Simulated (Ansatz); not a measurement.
LuPt$_{3}$:
```
CELL_PARAMETERS angstrom
      4.05100     0.00000     0.00000
      0.00000     4.05100     0.00000
      0.00000     0.00000     4.05100
ATOMIC_POSITIONS crystal
  Pt 0.00000 0.50000 0.50000
  Pt 0.50000 0.00000 0.50000
  Pt 0.50000 0.50000 0.00000
  Lu 0.00000 0.00000 0.00000
```

Relaxed with r²SCAN.

**Question.** Give the Bader charges and basin volumes of the independent atoms, r²SCAN (plane waves, PAW; program Ansatz).

**Answer.** 

```tsv
atom	Bader charge (e)	Bader volume (Å³)
Pt1	-0.59	18.2
Lu4	+1.76	11.8
```

Space group Pm-3m (Cu3Au type). The workflow started from an entry of the Crystallography Open Database (COD). Whether it is the stable phase at ambient conditions was not checked. The cell was relaxed with r²SCAN under the symmetry of its start; its stability against distortions is not shown here. The run is not spin-polarised. Scalar-relativistic: spin–orbit coupling is off unless named, which matters more the heavier the elements.

Potentials: the later of the program's two PAW sets.
